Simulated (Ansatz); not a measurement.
LaBi$_{2}$ClO$_{4}$:
```xyz
8
Lattice="3.9429 0.0000 0.0000 0.0000 3.9429 0.0000 0.0000 0.0000 9.0843" Properties=species:S:1:pos:R:3 pbc="T T T"
La     0.0000     0.0000     0.0000
Bi     1.9715     1.9715     2.5864
Bi     1.9715     1.9715     6.4979
Cl     0.0000     0.0000     4.5422
O      0.0000     1.9715     1.5183
O      0.0000     1.9715     7.5660
O      1.9715     0.0000     1.5183
O      1.9715     0.0000     7.5660
```

Relaxed with r²SCAN+D4. Special points in fractions of this cell's reciprocal vectors: Γ (0.000, 0.000, 0.000); X (0.000, 0.500, 0.000); M (0.500, 0.500, 0.000); Z (0.000, 0.000, 0.500); R (0.000, 0.500, 0.500); A (0.500, 0.500, 0.500).

Problem. List the band energies nearest the valence-band maximum at these points for DFT-r²SCAN+D4 in the program Ansatz with PAW potentials.

Solution. In eV from the valence-band maximum; about four levels below and three above (degenerate sets whole), none deeper than 8.9 eV; points with the same levels are listed once.

```
k                                below                above
-  -----------------------------------  -------------------
Γ              -1.10 -0.51 -0.51 -0.39  1.67 4.25 6.07 6.07
X              -0.88 -0.66 -0.26 -0.19       3.93 4.92 5.70
M              -0.72 -0.64 -0.48 -0.28       4.29 4.71 4.71
Z  -1.11 -1.11 -1.11 -0.61 -0.52 -0.52  2.06 3.66 6.03 6.03
R               -0.95 -0.67 -0.42 0.00       4.47 5.28 5.31
A              -0.72 -0.64 -0.48 -0.28       4.80 4.80 4.94
```

Space group P4/mmm. The workflow started from a Materials Project entry (that database holds measured and hypothetical structures alike); the Crystallography Open Database copy checked does not list it. Its standing as an ambient phase is unchecked. The cell was relaxed with r²SCAN+D4 under the symmetry of its start; whether a distortion lowers the energy is not shown. Spin–orbit coupling is left out wherever it is not named.

Potentials: the later of the program's two PAW sets.
